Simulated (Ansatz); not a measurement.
One crystal and one scan (energy against volume) at two levels, PBE (plane waves to 420 eV, PAW, scalar-relativistic; Ansatz, an electronic-structure program) and r2SCAN (plane waves to 500 eV, PAW, scalar-relativistic; Ansatz), each from its own relaxed cell and on its own mesh. The cell shown is that of PBE.

CsBr (CsCl type)

```
CELL_PARAMETERS angstrom
      4.38897     0.00000     0.00000
      0.00000     4.38897     0.00000
      0.00000     0.00000     4.38897
ATOMIC_POSITIONS crystal
  Cs 0.00000 0.00000 0.00000
  Br 0.50000 0.50000 0.50000
```

This relaxed cell (volume V₀) is scaled evenly in all directions, its shape held. Symmetry pins the atoms to their sites.

The energy includes the smearing's −TS. CsBr was relaxed with its symmetry unable to fall. Percentages come from the unrounded values. Both scans cover V/V₀ from 0.940 to 1.060.

Results of PBE:

```
Quantity                                                 Result
-------------------------------------------------------  ------
Lattice constant a (Å)                                    4.389
Pressure at the smallest volume (GPa)                      0.89
Energy cost of the largest compression (meV/atom)           6.7
Energy cost of the largest expansion (meV/atom)             5.1
Bulk modulus B₀ (third-order Birch-Murnaghan fit) (GPa)    12.2
Pressure for 5 % compression (fit) (GPa)                    0.7
```

Q: What does r2SCAN give for the same quantities?

A: 
| quantity | r2SCAN | PBE − r2SCAN |
|---|---|---|
| Lattice constant a (Å) | 4.323 | +0.066 (+1.5 %) |
| Pressure at the smallest volume (GPa) | 1.12 | -0.23 (-20 %) |
| Energy cost of the largest compression (meV/atom) | 8.0 | -1.3 (-16 %) |
| Energy cost of the largest expansion (meV/atom) | 6.2 | -1.1 (-18 %) |
| Bulk modulus B₀ (third-order Birch-Murnaghan fit) (GPa) | 15.4 | -3.2 (-21 %) |
| Pressure for 5 % compression (fit) (GPa) | 0.9 | -0.2 |

PBE gives the higher value for: lattice constant a. PBE gives the lower value for: pressure at the smallest volume; energy cost of the largest compression; energy cost of the largest expansion; bulk modulus B₀.

(A scan under strain: stresses follow from slopes of the energy per volume, elastic moduli from its curvatures.)
